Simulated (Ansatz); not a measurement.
## Is this SnPbO2 structure a true minimum?

The structure comes from a proposed guess, relaxed at this level; another structure or a mixture of phases may lie lower.

Theory: DFT PBE, scalar-relativistic, plane waves, PAW (Ansatz). Cutoff 420 eV; k points 8×8×6 on the computed 4-atom cell (Γ-centred); Gaussian smearing, width 0.02 eV; no spin polarisation.

The cell below (4 atoms, space group P4mm (No. 99)) is relaxed within its symmetry.

```cif
data_structure
_symmetry_space_group_name_H-M 'P 1'
_symmetry_Int_Tables_number 1
_cell_length_a 3.9458
_cell_length_b 3.9458
_cell_length_c 5.2225
_cell_angle_alpha 90.000
_cell_angle_beta 90.000
_cell_angle_gamma 90.000
_cell_volume 81.31
loop_
_atom_site_label
_atom_site_type_symbol
_atom_site_fract_x
_atom_site_fract_y
_atom_site_fract_z
_atom_site_occupancy
Sn1 Sn 0.00000 0.00000 0.21208 1
Pb1 Pb 0.50000 0.50000 0.75963 1
O1 O 0.00000 0.50000 0.00914 1
O2 O 0.50000 0.00000 0.00914 1
```

For the test a repeat of it with 8 atoms (edges 3.95, 5.22, 7.89 Å) was strained at random (σ = 1.5 % a component), the atoms were moved at random (σ = 0.05 Å), and all was relaxed again on a coarse 4×4×2 mesh (in the run’s order of axes) with 0.10 eV smearing, with no symmetry imposed.

Weakly bound directions are ill-defined at this level, which has no dispersion term. These runs have no spin–orbit coupling, which can matter for Pb.

**Question.** Does it come back?

**Answer.** It returns, within 1 meV/atom of the unmoved cell on that mesh and with the same symmetry when read at 0.1 Å (Pm at 0.01 Å, so small strains and shifts remain). No instability shows in this cell; modes of other wave vectors, which need another repeat, aren't tested.
